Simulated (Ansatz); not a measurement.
Computed with Ansatz 0.2.0, DFT PBE, scalar-relativistic, plane waves, PAW. All cells share a 420 eV cutoff and Γ-centred k meshes spaced at most about 0.3 Å⁻¹ (about 0.25 or finer for metals, 2π included). No spin polarisation in the final relaxations.

All energies are static (0 K, no zero-point motion).

Two relaxed structures of Hf₂Si₃:

A.

```
CELL_PARAMETERS angstrom
2.41793 -3.84901 0.00000
2.41793 3.84901 0.00000
0.00000 0.00000 7.71809
ATOMIC_POSITIONS crystal
Hf 0.50000 0.50000 0.31539
Hf 0.50000 0.50000 0.68461
Si 0.50000 0.50000 0.00000
Si 0.00000 0.50000 0.00000
Si 0.50000 0.00000 0.00000
```

B.

```
CELL_PARAMETERS angstrom
4.14383 0.00000 0.00000
-2.07192 3.58866 0.00000
0.00000 0.00000 7.83331
ATOMIC_POSITIONS crystal
Hf 0.00000 0.00000 0.68364
Hf 0.00000 0.00000 0.31636
Si 0.33333 0.66667 0.00000
Si 0.66667 0.33333 0.00000
Si 0.00000 0.00000 0.00000
```

Question: Which form is favoured at zero pressure, and by what margin per atom?

Answer: B is lower, by 0.33 eV/atom. A has space group Cmmm (No. 65), 28.7 Å³/atom and no gap on its mesh; B has space group P6/mmm (No. 191), 23.3 Å³/atom and no gap. A and B both hold Si–Si nets. The denser one is the lower, and pressure would at first widen the difference. Even the lower one lies +1.14 eV/atom against the reference forms of the elements (uncorrected), so neither is stable at this level. In A, Hf is surrounded by 1 Si at 2.43 Å and 1 Hf at 2.85 Å; Si on a site of symmetry mmm is surrounded by 4 Si at 2.27 Å and 2 Hf at 2.43 Å; Si on a site of symmetry 2/m has 2 Si at 2.27 Å and 2 Si at 2.42 Å. In B, around Hf lie 1 Si at 2.48 Å and 1 Hf at 2.88 Å; around Si on a site of symmetry -6m2 lie 6 Si at 2.39 Å; around Si on a site of symmetry 6/mmm lie 6 Si at 2.39 Å and 2 Hf at 2.48 Å. Both come from invented guesses. A third cell relaxed alike, in P-3m1, lies 1.66 eV/atom below the lower of the two.

These runs have no spin–orbit coupling, which can matter for Hf. Cells relaxed within their symmetry can be saddle points.
